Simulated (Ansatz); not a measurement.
**Computed properties of MnI2**

MnI2:
```cif
data_I2Mn
_chemical_formula_sum 'Mn1 I2'
_space_group_name_H-M_alt 'P 1'
_space_group_IT_number 1
_cell_length_a 4.15716
_cell_length_b 4.15716
_cell_length_c 7.14010
_cell_angle_alpha 90.000
_cell_angle_beta 90.000
_cell_angle_gamma 120.000
loop_
_space_group_symop_operation_xyz
  'x, y, z'
loop_
_atom_site_label
_atom_site_type_symbol
_atom_site_fract_x
_atom_site_fract_y
_atom_site_fract_z
_atom_site_occupancy
Mn1 Mn 0.00000 0.00000 0.00000 1
I1 I 0.33333 0.66667 0.23200 1
I2 I 0.66667 0.33333 0.76800 1
```
The run is spin-polarised; directions of the spins, atom by atom: ↑ 0 0.

Space group P-3m1 (No. 164), CdI2 type; conventional cell a = 4.157 Å, b = 4.157 Å, c = 7.140 Å, α = 90.00°, β = 90.00°, γ = 120.00°.

Method: plane-wave PAW r²SCAN (Ansatz code). Structure relaxed to zero pressure with the same functional. Other levels are named where they apply.

### Cell and energy

```json
{
 "volume_per_atom": "35.62 Å³",
 "density": "4.80 g/cm³",
 "Formation energy from the elements (no fitted shifts)": "-830 meV/atom"
}
```

### Electronic structure

```json
{
 "band_gap": "2.13 eV (indirect)",
 "valence_band_maximum": "at A",
 "conduction_band_minimum": "at M (3 equivalent valleys)",
 "smallest_direct_gap_on_the_standard_path": "2.29 eV"
}
```

### Magnetism

```json
{
  "magnetic_order": "ferromagnetic",
  "net_moment": "1.67 μB per atom"
}
```

The workflow started from a Materials Project entry (that database holds measured and hypothetical structures alike); the Crystallography Open Database files this formula in space group No. 164, but the cells were not matched. Whether it is the stable phase at ambient conditions was not checked. The cell was relaxed with r²SCAN under the symmetry of its start; its stability against distortions is not shown here. Magnetic state: ferromagnetic, chosen from 5 collinear starts compared on coarse meshes (ties went to the first, and starts can fall back to one state), not a proven ground state. Other orbital occupations within this spin state were not tried. No Hubbard U is applied. A crystal of weakly bound layers computed without a dispersion correction: the cell and the soft elastic constants depend strongly on that. The references are the lowest solids computed at this level, not always the standard phases. The manganese reference at this level is a Cmcm phase, not α-Mn. Scalar-relativistic: spin–orbit coupling is off unless named, which matters more the heavier the elements.

Potentials: the later of the program's two PAW sets.
